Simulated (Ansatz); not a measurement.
In2O3:
```
CELL_PARAMETERS angstrom
     -5.08092     5.08092     5.08092
      5.08092    -5.08092     5.08092
      5.08092     5.08092    -5.08092
ATOMIC_POSITIONS crystal
  In 0.50000 0.50000 0.50000
  In 0.50000 0.00000 0.00000
  In 0.00000 0.00000 0.50000
  In 0.00000 0.50000 0.00000
  In 0.25000 0.71603 0.46603
  In 0.75000 0.78397 0.03397
  In 0.46603 0.25000 0.71603
  In 0.03397 0.75000 0.78397
  In 0.71603 0.46603 0.25000
  In 0.78397 0.03397 0.75000
  In 0.75000 0.28397 0.53397
  In 0.25000 0.21603 0.96603
  In 0.53397 0.75000 0.28397
  In 0.96603 0.25000 0.21603
  In 0.28397 0.53397 0.75000
  In 0.21603 0.96603 0.25000
  O  0.53666 0.77216 0.54453
  O  0.72762 0.99212 0.95547
  O  0.77238 0.72784 0.26450
  O  0.96334 0.50788 0.23550
  O  0.54453 0.53666 0.77216
  O  0.95547 0.72762 0.99212
  O  0.26450 0.77238 0.72784
  O  0.23550 0.96334 0.50788
  O  0.77216 0.54453 0.53666
  O  0.99212 0.95547 0.72762
  O  0.72784 0.26450 0.77238
  O  0.50788 0.23550 0.96334
  O  0.46334 0.22784 0.45547
  O  0.27238 0.00788 0.04453
  O  0.22762 0.27216 0.73550
  O  0.03666 0.49212 0.76450
  O  0.45547 0.46334 0.22784
  O  0.04453 0.27238 0.00788
  O  0.73550 0.22762 0.27216
  O  0.76450 0.03666 0.49212
  O  0.22784 0.45547 0.46334
  O  0.00788 0.04453 0.27238
  O  0.27216 0.73550 0.22762
  O  0.49212 0.76450 0.03666
```

Relaxed with PBEsol.

Problem. Which orbitals make up the states near the band edges in PBEsol (plane waves, PAW; program Ansatz)?

Solution. Top 1 eV of the valence band: O 2p 93 %. Bottom 1 eV of the conduction band: In 5s 48 %, O 2s 24 %, O 2p 18 %, In 5p 9 %. Projections are on Löwdin-orthogonalised atomic valence shells; empty p or d shells of many metals are not among them.

Problem. Tabulate the density of states.

Solution. States/eV per cell of 40 atoms, in 0.25 eV bins, energy from the valence-band maximum.

```csv
E (eV),total,O 2p,In 5s,In 5p
-7.85,0.00,0.00,0.00,0.00
-7.60,0.00,0.00,0.00,0.00
-7.35,0.00,0.00,0.00,0.00
-7.10,0.00,0.00,0.00,0.00
-6.85,0.00,0.00,0.00,0.00
-6.60,0.00,0.00,0.00,0.00
-6.35,0.00,0.00,0.00,0.00
-6.10,0.00,0.00,0.00,0.00
-5.85,0.00,0.00,0.00,0.00
-5.60,0.00,0.00,0.00,0.00
-5.35,13.35,8.30,4.08,0.53
-5.10,26.45,16.51,7.94,0.92
-4.85,20.99,13.09,5.90,0.80
-4.60,20.87,13.08,5.60,0.76
-4.35,12.02,7.66,3.12,0.42
-4.10,6.73,4.27,1.52,0.41
-3.85,19.81,13.49,2.10,3.03
-3.60,22.37,15.75,1.35,3.97
-3.35,21.93,16.03,0.95,3.84
-3.10,27.79,20.93,0.90,4.61
-2.85,22.58,17.21,0.78,3.40
-2.60,23.41,18.39,0.66,3.29
-2.35,23.29,18.77,0.52,3.02
-2.10,29.47,24.48,0.47,3.44
-1.85,31.89,27.02,0.36,3.38
-1.60,27.62,23.85,0.29,2.48
-1.35,33.79,29.75,0.19,2.62
-1.10,28.16,25.13,0.15,1.71
-0.85,32.92,29.79,0.11,1.58
-0.60,34.78,32.10,0.07,1.01
-0.35,49.62,46.93,0.05,0.44
-0.10,46.19,44.05,0.03,0.14
0.15,0.00,0.00,0.00,0.00
0.40,0.00,0.00,0.00,0.00
0.65,0.00,0.00,0.00,0.00
0.90,0.00,0.00,0.00,0.00
1.15,0.03,0.00,0.02,0.00
1.40,0.19,0.02,0.10,0.01
1.65,0.33,0.06,0.16,0.03
1.90,0.49,0.10,0.22,0.05
2.15,0.69,0.16,0.28,0.08
2.40,0.88,0.23,0.33,0.12
2.65,1.13,0.31,0.40,0.17
2.90,1.77,0.51,0.58,0.29
3.15,1.66,0.49,0.52,0.30
3.40,1.59,0.49,0.48,0.29
3.65,3.00,0.93,0.88,0.58
3.90,2.53,0.80,0.74,0.50
4.15,4.01,1.28,1.17,0.81
4.40,4.15,1.34,1.24,0.83
4.65,6.30,2.00,1.93,1.29
4.90,5.18,1.64,1.64,1.06
5.15,8.07,2.51,2.75,1.61
5.40,11.66,3.55,4.64,1.96
5.65,12.70,3.67,5.23,2.23
5.90,16.16,4.47,7.22,2.75
```

Space group Ia-3 (bixbyite). Symmetry was held in the PBEsol relaxation. Spin–orbit coupling is left out wherever it is not named.

Potentials: the later of the program's two PAW sets.
